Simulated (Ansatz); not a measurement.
Bi2SO2:
```xyz
5
Lattice="3.9407 0.0000 0.0000 -1.9704 3.4128 0.0000 0.0000 0.0000 6.7617" Properties=species:S:1:pos:R:3 pbc="T T T"
Bi     1.9704     1.1376     5.2535
Bi     0.0000     2.2752     1.5082
S      0.0000     0.0000     3.3809
O      1.9704     1.1376     0.8245
O      0.0000     2.2752     5.9372
```

Tensor components refer to the Cartesian frame of this cell.

Question: Give the high-frequency dielectric tensor and the Born effective charge tensors of the independent atoms from DFPT, PBEsol (plane waves, PAW; program Ansatz).

Answer: 
ε∞:
```
10.8  0.00  0.00
0.00  10.8  0.00
0.00  0.00  10.8
```
Z* of atom 1 (Bi), rows: field, columns: displacement, in e:
```
5.12  0.00  0.00
0.00  5.12  0.00
0.00  0.00  5.95
```
Z* of atom 3 (S), rows: field, columns: displacement, in e:
```
-3.21   0.00   0.00
 0.00  -3.21   0.00
 0.00   0.00  -3.41
```
Z* of atom 4 (O), rows: field, columns: displacement, in e:
```
-3.51   0.00   0.00
 0.00  -3.51   0.00
 0.00   0.00  -4.25
```

Space group P-3m1. The start of the workflow was typed in or built on a structure type; neither database checked (COD, Materials Project) lists it. Its standing as an ambient phase is unchecked. The cell was relaxed with PBEsol under the symmetry of its start; its stability against distortions is not shown here. The volume moved by 33 % from the start of the relaxation. Spin–orbit coupling is left out wherever it is not named.

Potentials: the earlier of the program's two PAW sets. The files were generated under PBE; for other functionals the program regenerates the frozen cores, and for LDA and PBEsol the local potential too.
